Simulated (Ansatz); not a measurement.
Ta₂GeN in space group P6_3/mmc (No. 194; Ge on 2d, Ta on 4f, N on 2a) at seven volumes, plane-wave PAW r²SCAN (Ansatz code), shape and atoms relaxed at each. One row is withheld.

```json
[
 {"V (Å³/atom)": "12.675", "P (GPa)": "?"},
 {"V (Å³/atom)": "13.093", "P (GPa)": "16.16"},
 {"V (Å³/atom)": "13.511", "P (GPa)": "7.39"},
 {"V (Å³/atom)": "13.929", "P (GPa)": "0.00"},
 {"V (Å³/atom)": "14.346", "P (GPa)": "-6.26"},
 {"V (Å³/atom)": "14.764", "P (GPa)": "-11.48"},
 {"V (Å³/atom)": "15.182", "P (GPa)": "-15.80"}
]
```

Fit the shown pressures and predict the withheld one.

P = (3/2)B₀(x^(7/2) − x^(5/2))[1 + (3/4)(B′ − 4)(x − 1)] with x = (V₀/V)^(2/3). Least squares on the six rows gives V₀ = 13.927 Å³/atom, B₀ = 226 GPa, B′ = 4.81. At V = 12.675, x = 1.0648 and P = 26.72 GPa. The run itself gave 26.54 GPa.

The start of the workflow was typed in or built on a structure type; neither database checked (COD, Materials Project) lists it. Whether it is the stable phase at ambient conditions was not checked. Symmetry was held in the r²SCAN relaxation; its stability against distortions is not shown here. No spin polarisation was allowed. Scalar-relativistic: spin–orbit coupling is off unless named, which matters more the heavier the elements.

Potentials: the earlier of the program's two PAW sets.
